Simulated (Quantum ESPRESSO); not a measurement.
## Os3WRu2IrTi (one composition in several site orders)

Simulated, not a measurement. The program is pw.x of Quantum ESPRESSO 7.5 (plane-wave density functional theory). The cell is made up: eight metal atoms on a hexagonal close-packed lattice, with elements, volume, strain and displacements drawn at random and not relaxed, so it may be unstable or far from any real phase. PseudoDojo standard norm-conserving files set the functional (PBE unless stated); there is no spin polarisation or spin-orbit coupling, the Fermi-Dirac width of 0.25 eV means electrons at about 2900 K, and the masses in the input are unused placeholders. Heavy elements are run without spin-orbit coupling, which real alloys of them have. A spin test at this wide smearing found no moment, but such smearing suppresses magnetism that the real alloy may have.

The runs put one composition on the sites in different orders. Cell, positions, cutoff, mesh and smearing stay as in the input of run 1; sites are counted in its order. Stress in the tables is positive in tension.

Input of run 1:

```
&control calculation='scf', pseudo_dir='./dojo.nc.sr.pbe.v0_5.standard.upf', outdir='./o', disk_io='minimal', tprnfor=.true., tstress=.true. /
&system ibrav=0, nat=8, ntyp=5, nbnd=80, ecutwfc=84.00895049, nosym=.true., tot_charge=0,
 occupations='smearing', smearing='fd', degauss=0.0183746611
/
&electrons conv_thr=1.470e-08, electron_maxstep=70, mixing_beta=0.5 /
ATOMIC_SPECIES
Ir 1.0 Ir.upf
Os 1.0 Os.upf
Ru 1.0 Ru.upf
Ti 1.0 Ti.upf
W 1.0 W.upf
CELL_PARAMETERS angstrom
2.8252 0.0 0.0
1.4126 -2.4467 -4.598
1.4126 7.34 -4.598
ATOMIC_POSITIONS angstrom
Os 0.0021 0.0149 -0.0089
W 1.428 2.4365 -4.5964
Ru 1.4261 -0.8562 -2.261
Ru 2.839 1.6331 -6.8335
Os 2.8085 4.8789 -4.6369
Ir 2.7969 -0.0385 -4.635
Ti 2.8324 1.564 -2.2243
Os 4.2088 4.0968 -6.8889
K_POINTS automatic
9 5 3 1 1 1
```

```
run  elements on sites 1 to 8  free energy less that of run 1 (eV)  -TS (eV)  pressure (GPa)  stress xx (GPa)  stress yy (GPa)  stress zz (GPa)  stress yz (GPa)  stress xz (GPa)  stress xy (GPa)  iterations
  1    Os W Ru Ru Os Ir Ti Os                                0.000    -1.623          -20.55            17.63            19.31            24.71             1.14             0.05            -0.02          20
  2    W Ir Ru Ti Os Os Ru Os                               -0.318    -1.639          -20.20            17.77            18.07            24.76             0.72            -0.06             0.05          26
  3    Ru Os Ir Os Ru W Os Ti                               -0.141    -1.693          -20.23            17.08            18.51            25.09             0.62            -0.02            -0.04          25
  4    W Os Os Ru Os Ir Ru Ti                                0.346    -1.721          -19.49            16.79            18.89            22.79             1.51            -0.04             0.00          22
  5    Os Os Ti Ru Ir W Os Ru                                0.263    -1.712          -19.57            16.28            19.66            22.77             1.07            -0.15            -0.25          23
  6    Ru Os Ti Ru Ir Os W Os                                0.339    -1.694          -20.07            17.24            18.02            24.95             0.83            -0.11            -0.31          23
```

Forces Fx Fy Fz (eV/Å):

```
site             run 1              run 2              run 3              run 4             run 5              run 6
   1  -0.06 -0.74 0.55   -0.02 -0.33 0.22   0.00 -0.67 -0.63   -0.03 0.00 -1.31  -0.06 -0.56 0.91   -0.10 -0.19 0.72
   2  -0.07 0.40 -1.16    -0.13 0.01 0.25   -0.10 -0.07 0.45    -0.10 0.43 0.25   -0.10 0.02 0.25  -0.11 -0.27 -0.13
   3  -0.20 -0.30 0.08   -0.18 0.07 -0.30    -0.12 0.67 0.01   -0.14 0.56 -0.36  -0.08 -0.05 0.76  -0.08 -0.54 -0.27
   4  -0.14 0.43 -0.76  -0.03 -0.01 -0.20  -0.09 -0.77 -0.20  -0.09 -0.37 -0.32  -0.10 -0.29 0.02   -0.12 0.13 -0.07
   5    0.05 0.38 0.18   0.02 -0.30 -0.63    0.11 -0.22 0.80    0.11 -0.55 0.97   0.04 -0.02 0.49    0.03 -0.28 0.42
   6    0.19 0.17 0.69     0.23 0.26 0.57     0.17 0.50 0.37     0.25 0.39 0.62   0.18 0.88 -1.14    0.22 0.85 -0.21
   7   -0.03 0.19 0.34   -0.10 0.07 -0.38   -0.04 0.83 -0.83   -0.09 0.21 -0.74  -0.07 0.81 -1.09   -0.05 1.22 -0.51
   8   0.26 -0.53 0.08     0.21 0.22 0.48    0.08 -0.29 0.02    0.08 -0.67 0.88  0.18 -0.78 -0.21    0.20 -0.93 0.05
```

The sites are displaced and not relaxed, so the energy differences mix bonding between neighbours with strain and are not ordering energies. A rerun of one cell of this series at a higher cutoff and on a denser mesh moved values by no more than 0.009 eV in energy, 0.05 GPa in stress and 0.007 eV/Å in force, and a second program with other atomic files agreed on that cell to 2 % rms in force and 0.5 GPa in pressure.